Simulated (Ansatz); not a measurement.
Input file for Ansatz (a quantum-chemistry and plane-wave program):

Ansatz 0.2 input:
```yaml
crystal:
  lattice:
    - [3.1066369095, 0.0, 0.0]
    - [-1.5533184548, 2.690426484, 0.0]
    - [0.0, 0.0, 4.9786321529]
  atoms:
    - { symbol: Al, position: [0.6666666667, 0.3333333333, 0.0034145249] }
    - { symbol: Al, position: [0.3333333333, 0.6666666667, 0.5034145249] }
    - { symbol: N, position: [0.6666666667, 0.3333333333, 0.6217854751] }
    - { symbol: N, position: [0.3333333333, 0.6666666667, 0.1217854751] }
kpoints:
  mp_grid: { grid: [10, 10, 6] }
hamiltonian:
  xc: r2scan
  pseudopotentials: { kind: paw }
scf:
  occupations: { method: fixed }
elastic: { mode: relaxed_ion, stencil: two_point, amplitude: 0.005, f_tol: 0.0005 }
output: { polarization: {} }
```

Output (shortened):

```
Pseudopotential: Al, paw, valence charge 3
Pseudopotential: N, paw, valence charge 5
Functional definition: r2SCAN
Crystal: 4 atoms, lattice volume = 41.612 Å³
Basis set: ecut = 500 eV, 1087 PW (Γ), exchange–correlation on 96×96×160 points (64 copies of the dense FFT grid, shifted against one another)
Bands: 12, of which v1, the nominal top of the filled ones, is band 8 counted from 1 (7 counted from 0)
Symmetry: 12 space group operations
Space group: P63mc (ITA 186), of the structure as read, at distance tolerance 3.5e-5 Å
k-points: 56 of 600 (time reversal used)
SCF 1 converged in 10 iterations: F = -1856.970392 eV  dr2 = 2.62e-15
relax step   1: F+E_penalty+E_count = -1856.97039193 eV  Δ(F+E_penalty+E_count) = +0.000e0 eV  max|allowed force component| = 1.611e-3 eV/Å  Δτ_max = 0.0000 Å  (10 SCF iters, accepted)
Crystal: 4 atoms, lattice volume = 41.612 Å³
SCF 2 converged in 6 iterations: F = -1856.970392 eV  dr2 = 7.13e-15
relax step   2: F+E_penalty+E_count = -1856.97039202 eV  Δ(F+E_penalty+E_count) = -9.254e-8 eV  max|allowed force component| = 1.178e-3 eV/Å  Δτ_max = 0.0000 Å  (6 SCF iters, accepted)
Crystal: 4 atoms, lattice volume = 41.612 Å³
SCF 3 converged in 6 iterations: F = -1856.970392 eV  dr2 = 9.89e-15
relax step   3: F+E_penalty+E_count = -1856.97039213 eV  Δ(F+E_penalty+E_count) = -1.063e-7 eV  max|allowed force component| = 3.537e-7 eV/Å  Δτ_max = 0.0000 Å  (6 SCF iters, accepted)
Crystal: 4 atoms, lattice volume = 41.612 Å³
SCF 4 converged in 3 iterations: F = -1856.970392 eV  dr2 = 3.83e-14
Crystal: 4 atoms, lattice volume = 41.612 Å³
SCF 5 converged in 2 iterations: F = -1856.970392 eV  dr2 = 6.47e-15
Crystal: 4 atoms, lattice volume = 41.404 Å³
Symmetry: 4 space group operations
k-points: 124 of 600 (time reversal used)
SCF 6 converged in 9 iterations: F = -1856.968805 eV  dr2 = 4.10e-15
relax step   1: F+E_penalty+E_count = -1856.96880501 eV  Δ(F+E_penalty+E_count) = +0.000e0 eV  max|allowed force component| = 5.371e-2 eV/Å  Δτ_max = 0.0000 Å  (9 SCF iters, accepted)
Crystal: 4 atoms, lattice volume = 41.404 Å³
SCF 7 converged in 8 iterations: F = -1856.968924 eV  dr2 = 5.63e-15
relax step   2: F+E_penalty+E_count = -1856.96892436 eV  Δ(F+E_penalty+E_count) = -1.193e-4 eV  max|allowed force component| = 3.500e-2 eV/Å  Δτ_max = 0.0013 Å  (8 SCF iters, accepted)
Crystal: 4 atoms, lattice volume = 41.404 Å³
SCF 8 converged in 8 iterations: F = -1856.969034 eV  dr2 = 1.17e-14
relax step   3: F+E_penalty+E_count = -1856.96903375 eV  Δ(F+E_penalty+E_count) = -1.094e-4 eV  max|allowed force component| = 2.178e-3 eV/Å  Δτ_max = 0.0014 Å  (8 SCF iters, accepted)
Crystal: 4 atoms, lattice volume = 41.404 Å³
SCF 9 converged in 7 iterations: F = -1856.969034 eV  dr2 = 1.65e-15
relax step   4: F+E_penalty+E_count = -1856.96903414 eV  Δ(F+E_penalty+E_count) = -3.936e-7 eV  max|allowed force component| = 1.032e-4 eV/Å  Δτ_max = 0.0002 Å  (7 SCF iters, accepted)
Crystal: 4 atoms, lattice volume = 41.404 Å³
SCF 10 converged in 2 iterations: F = -1856.969034 eV  dr2 = 2.80e-16
Crystal: 4 atoms, lattice volume = 41.820 Å³
SCF 11 converged in 9 iterations: F = -1856.968875 eV  dr2 = 3.21e-15
relax step   1: F+E_penalty+E_count = -1856.96887536 eV  Δ(F+E_penalty+E_count) = +0.000e0 eV  max|allowed force component| = 5.126e-2 eV/Å  Δτ_max = 0.0000 Å  (9 SCF iters, accepted)
Crystal: 4 atoms, lattice volume = 41.820 Å³
SCF 12 converged in 7 iterations: F = -1856.968987 eV  dr2 = 5.81e-14
relax step   2: F+E_penalty+E_count = -1856.96898681 eV  Δ(F+E_penalty+E_count) = -1.114e-4 eV  max|allowed force component| = 3.329e-2 eV/Å  Δτ_max = 0.0013 Å  (7 SCF iters, accepted)
Crystal: 4 atoms, lattice volume = 41.820 Å³
SCF 13 converged in 8 iterations: F = -1856.969089 eV  dr2 = 7.29e-15
relax step   3: F+E_penalty+E_count = -1856.96908941 eV  Δ(F+E_penalty+E_count) = -1.026e-4 eV  max|allowed force component| = 2.077e-4 eV/Å  Δτ_max = 0.0015 Å  (8 SCF iters, accepted)
Crystal: 4 atoms, lattice volume = 41.820 Å³
SCF 14 converged in 2 iterations: F = -1856.969089 eV  dr2 = 1.78e-15
Crystal: 4 atoms, lattice volume = 41.404 Å³
SCF 15 converged in 8 iterations: F = -1856.968843 eV  dr2 = 5.75e-14
relax step   1: F+E_penalty+E_count = -1856.96884318 eV  Δ(F+E_penalty+E_count) = +0.000e0 eV  max|allowed force component| = 6.334e-2 eV/Å  Δτ_max = 0.0000 Å  (8 SCF iters, accepted)
Crystal: 4 atoms, lattice volume = 41.404 Å³
SCF 16 converged in 7 iterations: F = -1856.968982 eV  dr2 = 5.66e-14
relax step   2: F+E_penalty+E_count = -1856.96898238 eV  Δ(F+E_penalty+E_count) = -1.392e-4 eV  max|allowed force component| = 4.612e-2 eV/Å  Δτ_max = 0.0006 Å  (7 SCF iters, accepted)
Crystal: 4 atoms, lattice volume = 41.404 Å³
SCF 17 converged in 8 iterations: F = -1856.969141 eV  dr2 = 2.05e-15
relax step   3: F+E_penalty+E_count = -1856.96914102 eV  Δ(F+E_penalty+E_count) = -1.586e-4 eV  max|allowed force component| = 6.009e-4 eV/Å  Δτ_max = 0.0017 Å  (8 SCF iters, accepted)
Crystal: 4 atoms, lattice volume = 41.404 Å³
SCF 18 converged in 6 iterations: F = -1856.969141 eV  dr2 = 3.25e-15
relax step   4: F+E_penalty+E_count = -1856.96914105 eV  Δ(F+E_penalty+E_count) = -2.725e-8 eV  max|allowed force component| = 1.987e-5 eV/Å  Δτ_max = 0.0000 Å  (6 SCF iters, accepted)
Crystal: 4 atoms, lattice volume = 41.404 Å³
SCF 19 converged in 2 iterations: F = -1856.969141 eV  dr2 = 7.37e-16
Crystal: 4 atoms, lattice volume = 41.820 Å³
SCF 20 converged in 8 iterations: F = -1856.968877 eV  dr2 = 7.83e-14
relax step   1: F+E_penalty+E_count = -1856.96887719 eV  Δ(F+E_penalty+E_count) = +0.000e0 eV  max|allowed force component| = 5.726e-2 eV/Å  Δτ_max = 0.0000 Å  (8 SCF iters, accepted)
Crystal: 4 atoms, lattice volume = 41.820 Å³
SCF 21 converged in 7 iterations: F = -1856.968997 eV  dr2 = 1.99e-14
relax step   2: F+E_penalty+E_count = -1856.96899711 eV  Δ(F+E_penalty+E_count) = -1.199e-4 eV  max|allowed force component| = 4.203e-2 eV/Å  Δτ_max = 0.0006 Å  (7 SCF iters, accepted)
Crystal: 4 atoms, lattice volume = 41.820 Å³
SCF 22 converged in 8 iterations: F = -1856.969136 eV  dr2 = 1.39e-15
relax step   3: F+E_penalty+E_count = -1856.96913588 eV  Δ(F+E_penalty+E_count) = -1.388e-4 eV  max|allowed force component| = 5.327e-4 eV/Å  Δτ_max = 0.0017 Å  (8 SCF iters, accepted)
Crystal: 4 atoms, lattice volume = 41.820 Å³
SCF 23 converged in 6 iterations: F = -1856.969136 eV  dr2 = 4.08e-15
relax step   4: F+E_penalty+E_count = -1856.96913590 eV  Δ(F+E_penalty+E_count) = -2.182e-8 eV  max|allowed force component| = 4.981e-5 eV/Å  Δτ_max = 0.0000 Å  (6 SCF iters, accepted)
Crystal: 4 atoms, lattice volume = 41.820 Å³
SCF 24 converged in 2 iterations: F = -1856.969136 eV  dr2 = 8.00e-16
Crystal: 4 atoms, lattice volume = 41.612 Å³
Symmetry: 2 space group operations
k-points: 172 of 600 (time reversal used)
SCF 25 converged in 9 iterations: F = -1856.969944 eV  dr2 = 1.23e-14
relax step   1: F+E_penalty+E_count = -1856.96994433 eV  Δ(F+E_penalty+E_count) = +0.000e0 eV  max|allowed force component| = 2.629e-2 eV/Å  Δτ_max = 0.0000 Å  (9 SCF iters, accepted)
Crystal: 4 atoms, lattice volume = 41.612 Å³
SCF 26 converged in 7 iterations: F = -1856.969966 eV  dr2 = 2.16e-14
relax step   2: F+E_penalty+E_count = -1856.96996619 eV  Δ(F+E_penalty+E_count) = -2.186e-5 eV  max|allowed force component| = 1.838e-2 eV/Å  Δτ_max = 0.0003 Å  (7 SCF iters, accepted)
Crystal: 4 atoms, lattice volume = 41.612 Å³
SCF 27 converged in 7 iterations: F = -1856.969987 eV  dr2 = 3.97e-14
relax step   3: F+E_penalty+E_count = -1856.96998733 eV  Δ(F+E_penalty+E_count) = -2.114e-5 eV  max|allowed force component| = 8.283e-5 eV/Å  Δτ_max = 0.0006 Å  (7 SCF iters, accepted)
Crystal: 4 atoms, lattice volume = 41.612 Å³
SCF 28 converged in 2 iterations: F = -1856.969987 eV  dr2 = 1.01e-14
Crystal: 4 atoms, lattice volume = 41.612 Å³
SCF 29 converged in 9 iterations: F = -1856.969944 eV  dr2 = 4.27e-15
relax step   1: F+E_penalty+E_count = -1856.96994433 eV  Δ(F+E_penalty+E_count) = +0.000e0 eV  max|allowed force component| = 2.629e-2 eV/Å  Δτ_max = 0.0000 Å  (9 SCF iters, accepted)
Crystal: 4 atoms, lattice volume = 41.612 Å³
SCF 30 converged in 7 iterations: F = -1856.969966 eV  dr2 = 4.92e-15
relax step   2: F+E_penalty+E_count = -1856.96996619 eV  Δ(F+E_penalty+E_count) = -2.186e-5 eV  max|allowed force component| = 1.838e-2 eV/Å  Δτ_max = 0.0003 Å  (7 SCF iters, accepted)
Crystal: 4 atoms, lattice volume = 41.612 Å³
SCF 31 converged in 8 iterations: F = -1856.969987 eV  dr2 = 4.54e-14
relax step   3: F+E_penalty+E_count = -1856.96998733 eV  Δ(F+E_penalty+E_count) = -2.114e-5 eV  max|allowed force component| = 8.290e-5 eV/Å  Δτ_max = 0.0006 Å  (8 SCF iters, accepted)
Crystal: 4 atoms, lattice volume = 41.612 Å³
SCF 32 converged in 2 iterations: F = -1856.969987 eV  dr2 = 1.23e-14
SCF converged after 2 iterations
Stability not checked: this state was not tested for a lower state beside it, because too few of the mixer's solves of this state at the end of the SCF gave a …
Free energy (F): -1856.970392 eV
Harris-Foulkes:  -1856.970392 eV  (|F-HF|=4.55e-13)
Internal energy: -1856.970392 eV  (E = F + TS)
E sigma→0 (E₀):  -1856.970392 eV
Fermi energy:    6.928802 eV
--- Per-component energies (eV) ---
  E_band       = 23.150086
  E_kinetic    = 321.369676
  E_local      = -448.695659  (includes V_loc(G=0)·N_el)
  E_nonlocal   = 108.523057
  E_hartree    = 157.349358
  E_xc         = -197.825229
  E_vxc        = -238.490211  (∫ρ·V_xc dr)
  E_paw        = -1204.936165  (= ΣΔE_a)
  E_vpaw       = -47.058624  (= ΣTr[D̂ρ^β])
  E_aug_tail   = 0.000038  (compensation charges beyond the density's cutoff)
  E_vtau       = 12.803093  (kinetic-family band-sum trace: ∫τ·v_τ [+ j·A + Jᵃ·Aᵃ] dr)
  E_ewald      = -592.576123
  E_core_change = -0.179345  (= ΣΔE_core)
  E_smearing   =  0.000000  (= −TS)
  E_closure    = 0.000000  (closes the sum)
  Σ components = -1856.970392   (vs F -1856.970392, Δ=0.00e0)
--- Forces (eV/Å), atoms counted from 1 ---
  atom   1  Al     0.00000000     0.00000000    -0.00003146
  atom   2  Al     0.00000000     0.00000000    -0.00003146
  atom   3  N      0.00000000     0.00000000    -0.00003212
  atom   4  N      0.00000000     0.00000000    -0.00003212
  max |Σ_I F_I| component: 1.27e-4 eV/Å
--- Stress (GPa, compression-positive) ---
        0.014036       0.000000       0.000000
        0.000000       0.014036       0.000000
        0.000000       0.000000      -0.002773
  P = ⅓ Tr σ = 0.0084 GPa (0.084 kbar)
--- Band table (eV; the first three rows and the last of 56) ---
  k-point 0: bands = ["-9.0529", "-6.9388", "0.8599", "6.0435", "6.0435", "6.7059", "6.7059", "6.9288", "11.8089", "14.4564", "18.5294", "18.9822"]
  k-point 1: bands = ["-8.9460", "-7.1371", "1.2290", "6.0855", "6.0855", "6.3311", "6.6591", "6.6591", "12.3029", "14.5154", "18.3459", "18.9428"]
  k-point 2: bands = ["-8.6372", "-7.6158", "2.2087", "5.0222", "6.2019", "6.2019", "6.5331", "6.5331", "13.2900", "14.5429", "18.0613", "18.9862"]
  k-point 55: bands = ["-6.5803", "-6.5803", "1.9658", "1.9658", "3.2276", "3.2276", "6.0875", "6.0875", "14.7389", "14.7389", "15.9848", "15.9848"]
--- Elastic constants: 3 strain directions × 2 members + reference (group order 12) ---
  dense FFT box of the reference and of every strained cell: 24×24×40
  strains applied: 11, 33, 23; error gains …
  reference relaxed by the batch: 3 steps …
  largest displacement 6.2e-5 Å; the constants are those of the deck's cell at these positions:
  atoms:
    - { symbol: Al, position: [0.6666666666666666, 0.3333333333333333, 0.00340213335029815] }
    - { symbol: Al, position: [0.3333333333333333, 0.6666666666666666, 0.503402133350298] }
    - { symbol: N, position: [0.6666666666666666, 0.3333333333333333, 0.6217978666497017] }
    - { symbol: N, position: [0.3333333333333333, 0.6666666666666666, 0.1217978666497018] }
  C = ∂σ_k/∂η_j (tension-positive GPa; Voigt order 11 22 33 23 13 12):
       408.509    138.255    105.060      0.000      0.000      0.000
       138.255    408.509    105.060      0.000      0.000      0.000
       104.971    104.971    384.611      0.000      0.000      0.000
         0.000      0.000      0.000    123.276      0.000      0.000
         0.000      0.000      0.000      0.000    123.276      0.000
         0.000      0.000      0.000      0.000      0.000    135.127
  reference stress σ⁰ (GPa):     -0.014     -0.014      0.003      0.000      0.000      0.000
  moduli (Voigt/Reuss/Hill, GPa): K = 210.91/210.10/210.51   G = 133.23/132.46/132.84   E = 329.26   ν = 0.239
  mechanically stable: yes (min eigenvalue of sym C = 123.28 GPa)
  e, the proper piezoelectric tensor (elastic.mode: relaxed_ion; C/m²; rows x y z; Voigt order 11 22 33 23 13 12):
       0.00000    0.00000    0.00000    0.00000    0.30778    0.00000
       0.00000    0.00000    0.00000    0.30778    0.00000    0.00000
       0.58544    0.58544   -1.49186    0.00000    0.00000    0.00000
  ±, each entry's uncertainty from the finite density of the strings (C/m²), an estimate: the size of the correction for it that the entry includes:
       0.00000    0.00000    0.00000    0.00000    0.00179    0.00000
       0.00000    0.00000    0.00000    0.00179    0.00000    0.00000
       0.00020    0.00020    0.00428    0.00000    0.00000    0.00000
  strain η (Voigt 11):  stress-route row diagonal C_11 = 408.51 GPa, energy-path curvature d²(F+E_count+ΔE)/dδ²/Ω₀ = 408.49 GPa
         δ    σ_11 (GPa)             F (eV)   n_scf  n_hpsi   n_pw
    -5.000e-3      -2.0813       -1856.9690341       2   13917   1087   relax 4 steps, max|allowed force component| 1.03e-4 eV/Å
     5.000e-3       2.0038       -1856.9690894       2   13911   1088   relax 3 steps, max|allowed force component| 2.08e-4 eV/Å
  strain η (Voigt 33):  stress-route row diagonal C_33 = 384.61 GPa, energy-path curvature d²(F+E_count+ΔE)/dδ²/Ω₀ = 384.67 GPa
         δ    σ_33 (GPa)             F (eV)   n_scf  n_hpsi   n_pw
    -5.000e-3      -1.9198       -1856.9691410       2    6287   1087   relax 4 steps, max|allowed force component| 1.99e-5 eV/Å
     5.000e-3       1.9263       -1856.9691359       2    6290   1092   relax 4 steps, max|allowed force component| 4.98e-5 eV/Å
  strain η (Voigt 23):  stress-route row diagonal C_44 = 123.28 GPa, energy-path curvature d²(F+E_count+ΔE)/dδ²/Ω₀ = 123.28 GPa
         δ    σ_23 (GPa)             F (eV)   n_scf  n_hpsi   n_pw
    -5.000e-3      -0.6164       -1856.9699873       2   19682   1087   relax 3 steps, max|allowed force component| 8.28e-5 eV/Å
     5.000e-3       0.6164       -1856.9699873       2   19965   1087   relax 3 steps, max|allowed force component| 8.29e-5 eV/Å
--- Formal polarisation (Berry phase): one branch of a lattice of values; only differences between neighbouring runs are physical ---
  axis  mesh            electronic          ionic      p = total  spread (rad)  least overlap  resolved gap  δp at fixed H ≤   (phases in cycles; p mod 1 …
  b1    10×10×6         0.00000000     8.00000000     8.00000000      0.000000         0.9491        4.8799           1.6e-6
  b2    10×10×6         0.00000000     8.00000000     8.00000000      0.000000         0.9491        4.8799           1.6e-6
  b3    10×10×6         0.05895736     5.23839147     5.29734882      0.019345         0.9527        4.8799           8.3e-7
  quantum along a1:   0.07465671 e/Å² =   119.613232 µC/cm²
  quantum along a2:   0.07465671 e/Å² =   119.613232 µC/cm²
  quantum along a3:   0.11964330 e/Å² =   191.689695 µC/cm²
  P = (  0.29862683,   0.51723684,   0.63379228) e/Å² = (  478.452927,   828.704779,  1015.447181) µC/cm²  (mod the quanta)
```

Cost: roughly 6 core-minutes on shared cores.

Space group P6_3mc (wurtzite). The r²SCAN relaxation kept the symmetry of its start; phonons on a q-mesh show no instability.

Potentials: the later of the program's two PAW sets.

Ansatz is a plane-wave DFT program.
